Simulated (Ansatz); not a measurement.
A geometry of Ti3Al away from equilibrium: the start of the relaxation of a relaxed Ti3Al cell shaken by Gaussian noise of σ = 0.08 Å a coordinate. The numbers are results of PBEsol (plane waves to 420 eV, PAW, scalar-relativistic; Ansatz, a first-principles code), not measurements. Γ-centred k-mesh 5×5×11 on the run's cell (coarser than for final values), Fermi–Dirac smearing 0.05 eV.

```xyz
8
Lattice="7.5297 0.0000 0.0000 -3.7648 6.5209 0.0000 0.0000 0.0000 2.8513" Properties=species:S:1:pos:R:3 pbc="T T T"
Ti     2.2797    -0.1819    -0.0097
Ti     1.1312     1.9257     1.3742
Ti    -1.1501     1.9241    -0.1739
Ti     5.1341    -0.0449     1.5217
Ti     2.6360     4.5221    -0.0160
Ti     5.0781     4.4714     1.4324
Al     0.0034     4.4083     0.7949
Al     3.8662     2.2017     2.2065
```

Predict the force on each atom, in eV/Å.


| atom | Fx | Fy | Fz |
|---|---|---|---|
| Ti1 | -0.01 | 1.64 | -0.28 |
| Ti2 | 0.56 | 0.05 | -0.18 |
| Ti3 | 0.82 | 0.23 | 1.10 |
| Ti4 | 0.22 | 0.27 | -0.74 |
| Ti5 | 0.16 | 0.30 | 0.30 |
| Ti6 | -1.37 | -0.78 | -0.05 |
| Al7 | 0.83 | -1.41 | -0.27 |
| Al8 | -1.21 | -0.30 | 0.13 |

What is the pressure?

+1.2 GPa, compression positive.

How far above the relaxed end point is this geometry?

0.36 eV/atom; the path ends in P-62m (No. 189).

No spin polarisation in the result.

The end of the path is a generated cell of Ti3Al: the first start was made by placing the elements on the sites of a structure type, and the end was not matched to a known phase here, so it may be hypothetical. Known forms of Ti3Al include space group No. 194.
